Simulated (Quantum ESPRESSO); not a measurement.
For atom 5 (O) of SiO₂ in P4₁2₁2, PBE PAW (JTH datasets; density from pw.x of a modified build of Quantum ESPRESSO, gradients reconstructed from it by a script) gives this field-gradient tensor in Cartesian axes (atomic units, 1 a.u. = 9.7174×10²¹ V/m²):

```
 0.4707   0.1970  -0.6016
 0.1970  -0.4981  -0.1492
-0.6016  -0.1492   0.0274
```

The cell comes from the Materials Project (a computed structure). It is SiO2 in P4₁2₁2. Stability against distortions was not tested. Forces on the atoms reach 0.14 eV/Å at this level.  Cores are frozen. Against all-electron runs on small test molecules, this scheme's |Vzz| missed by −6 % on Si, −2 to +6 % on O.

Q: Find the principal values, η_Q, |C_Q|, ν_Q and P_Q for ¹⁷O (I = 5/2, |Q| = 0.0256 barn), and the second-order MAS shift at 9.4 T.

A: Eigenvalues (principal values) by size: Vxx = -0.3915, Vyy = -0.5413, Vzz = 0.9328 a.u. (they sum to zero).
η_Q = (Vxx − Vyy)/Vzz = 0.16.
|C_Q| = 234.96 MHz × |Q|/barn × |Vzz|/a.u. = 234.96 × 0.0256 × 0.9328 = 5.61 MHz.
Quadrupole frequency ν_Q = 3C_Q/[2I(2I − 1)] = 0.842 MHz, and P_Q = C_Q(1 + η²/3)^½ = 5.63 MHz.
At 9.4 T the Larmor frequency is ν0 = 54.3 MHz, and the second-order shift of the central transition's centre of gravity under MAS is −(3/40)(P_Q/ν0)²[I(I + 1) − 3/4]/[I²(2I − 1)²] × 10⁶ = -64.7 ppm.
